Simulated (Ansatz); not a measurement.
A relaxed structure of CdS. Method: PBE (plane waves to 420 eV, PAW, scalar-relativistic; Ansatz, a program for electronic structure).

```xyz
12
Lattice="4.1930 0.0000 0.0000 -2.0965 3.6312 0.0000 0.0000 0.0000 20.5176" Properties=species:S:1:pos:R:3 pbc="T T T"
Cd     0.0000     0.0000    20.5130
Cd     0.0000     0.0000    10.2542
Cd     2.0965     1.2104    17.0965
Cd     0.0000     2.4208     6.8377
Cd     2.0965     1.2104     3.4174
Cd     0.0000     2.4208    13.6762
S      0.0000     0.0000    17.9452
S      0.0000     0.0000     7.6864
S      2.0965     1.2104    14.5283
S      0.0000     2.4208     4.2695
S      2.0965     1.2104     0.8493
S      0.0000     2.4208    11.1081
```

### Question
Find the space group and the Wyckoff positions (tolerance 0.01 Å).

### Answer
Space group P6₃mc (No. 186); a = b = 4.193 Å, c = 20.518 Å, α = β = 90.00°, γ = 120.00°

```tsv
atom	site	symmetry	x	y	z
Cd	2a	3m.	0.0000	0.0000	0.4998
Cd	2b	3m.	0.3333	0.6667	0.3333
Cd	2b	3m.	0.6667	0.3333	0.1666
S	2a	3m.	0.0000	0.0000	0.3746
S	2b	3m.	0.3333	0.6667	0.2081
S	2b	3m.	0.6667	0.3333	0.0414
```

This is the AFLOW prototype AB_hP12_186_a2b_a2b (B6, as in SiC).

### Question
Give the shortest distances between elements (the closest pairs, up to four, under 3.6 Å).

### Answer
Cd–S 2.57 Å.

```json
{
 "volume_per_atom": "26.03 Å³",
 "density": "4.61 g/cm³",
 "band_gap": "1.06 eV, direct at Γ (no spin-orbit coupling)"
}
```

No spin polarisation in the result.

The run could not lose the symmetry of its start.

The first start was generated by placing the elements on the sites of a structure type. A measured structure of CdS has the same space group, P6₃mc (No. 186); the sites were not compared with it.
